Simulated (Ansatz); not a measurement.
K$_{2}$Te$_{2}$Pd:
```cif
data_K4Pd2Te4
_chemical_formula_sum 'K4 Te4 Pd2'
_space_group_name_H-M_alt 'Immm'
_space_group_IT_number 71
_space_group_name_Hall '-I 2 2'
_cell_length_a 3.99093
_cell_length_b 7.76129
_cell_length_c 10.25271
_cell_angle_alpha 90.000
_cell_angle_beta 90.000
_cell_angle_gamma 90.000
loop_
_atom_site_label
_atom_site_type_symbol
_atom_site_symmetry_multiplicity
_atom_site_Wyckoff_symbol
_atom_site_fract_x
_atom_site_fract_y
_atom_site_fract_z
_atom_site_occupancy
K1 K 4 j 0.00000 0.50000 0.20256 1
Te1 Te 4 h 0.50000 0.22238 0.00000 1
Pd1 Pd 2 a 0.00000 0.00000 0.00000 1
```
(The calculation used a cell of 5 atoms; values per cell refer to that cell.)

Relaxed with PBEsol.

**Question.** Tabulate the valence density and the electron localisation function along the shortest Te–Pd contact (2.64 Å), PBEsol (plane waves, PAW; program Ansatz).

**Answer.** 

```
distance from Te (Å)  density (e/Å³)   ELF
--------------------  --------------  ----
0.26                           13.49  0.01
0.40                            9.53  0.03
0.53                            5.66  0.13
0.66                            2.78  0.28
0.79                            1.27  0.41
0.92                            0.77  0.49
1.06                            0.61  0.55
1.19                            0.51  0.58
1.32                            0.46  0.48
1.45                            0.47  0.30
1.58                            0.59  0.22
1.71                            0.93  0.25
1.85                            1.90  0.34
1.98                            3.98  0.43
2.11                            7.00  0.48
2.24                           10.11  0.45
2.37                           12.41  0.37
```

The density is the valence pseudo-density with augmentation charge, so density and ELF within about 1 Å of a nucleus are not all-electron values.

The workflow started from a Materials Project entry (that database holds measured and hypothetical structures alike); the Crystallography Open Database copy checked does not list it. Its standing as an ambient phase is unchecked. Symmetry was held in the PBEsol relaxation; its stability against distortions is not shown here. The run is not spin-polarised. Scalar-relativistic: spin–orbit coupling is off unless named, which matters more the heavier the elements.

Potentials: the later of the program's two PAW sets.
